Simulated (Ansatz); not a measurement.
Relaxation of a generated cell, WC built in the AFLOW prototype AB_cI16_199_a_a (B_a); 8 atoms in the cell, which starts as I2₁3 (No. 199), cI16; a = b = c = 5.7755 Å, α = β = γ = 90.00°. These are r2SCAN (plane waves to 500 eV, PAW, scalar-relativistic; Ansatz, a program for electronic structure) values and carry that method's errors. Γ-centred k-mesh 6×6×6 on the run's cell (coarser than for final values), Fermi–Dirac smearing 0.05 eV. This is the first round of the run. 

The optimiser's lines from the output (shortened; P is positive under compression):

```
relax step   1: F+E_penalty+E_count = -42583.60280164 eV  Δ(F+E_penalty+E_count) = +0.000e0 eV  max|allowed force component| = 3.555e0 eV/Å  Δτ_max = 0.0000 Å  P = -6.643 GPa  Ω = 96.323 Å³  (8 SCF iters, dr2 threshold 1.00e-7 eV, accepted)
relax step   2: F+E_penalty+E_count = -42588.96391776 eV  Δ(F+E_penalty+E_count) = -5.361e0 eV  max|allowed force component| = 2.174e0 eV/Å  Δτ_max = 0.1949 Å  P = -23.666 GPa  Ω = 91.874 Å³  (7 SCF iters, dr2 threshold 8.00e-7 eV, accepted)
relax step   3: F+E_penalty+E_count = -42593.10533413 eV  Δ(F+E_penalty+E_count) = -4.141e0 eV  max|allowed force component| = 1.083e0 eV/Å  Δτ_max = 0.1737 Å  P = +3.583 GPa  Ω = 79.738 Å³  (7 SCF iters, dr2 threshold 8.00e-7 eV, accepted)
relax step   4: F+E_penalty+E_count = -42593.46493929 eV  Δ(F+E_penalty+E_count) = -3.596e-1 eV  max|allowed force component| = 7.781e-3 eV/Å  Δτ_max = 0.0713 Å  P = -0.004 GPa  Ω = 80.125 Å³  (8 SCF iters, dr2 threshold 8.00e-7 eV, accepted)
relax step   5: F+E_penalty+E_count = -42593.46020307 eV  Δ(F+E_penalty+E_count) = +4.736e-3 eV  max|allowed force component| = 7.646e-3 eV/Å  Δτ_max = 0.0000 Å  P = +0.016 GPa  Ω = 80.125 Å³  stress off target by 1.60e-2 GPa  SCF on the basis re-selected at this cell (its energy is not comparable with the rows above)  (7 SCF iters)
```

From the first to the last row the energy changes by -1.23 eV/atom and the volume by -16.8 %. The last row is marked as not comparable with the walk above it, whose basis was carried along; it does compare with step 1, since both stand on a basis selected at the nominal cutoff for their own cell.

Later rounds, restarted from the end of this one on a renewed k-mesh, logged 4 more steps. The final structure after all rounds: Pm-3m (No. 221), cP2, CsCl type; a = 2.715 Å, b = 2.715 Å, c = 2.715 Å, α = 90.00°, β = 90.00°, γ = 90.00°. Between re-selections the logged energies stand on a plane-wave basis carried along with the cell. No spin polarisation in the result.

The run could not lower the symmetry of its start; a shaken copy of this end point relaxes with r2SCAN to P-6m2 (No. 187), 0.97 eV/atom lower.

The relaxed structure here is a generated cell of WC: the first start was made by placing the elements on the sites of a structure type, and the end was not matched to a known phase here, so it may be hypothetical. Known forms of WC include space group No. 187.
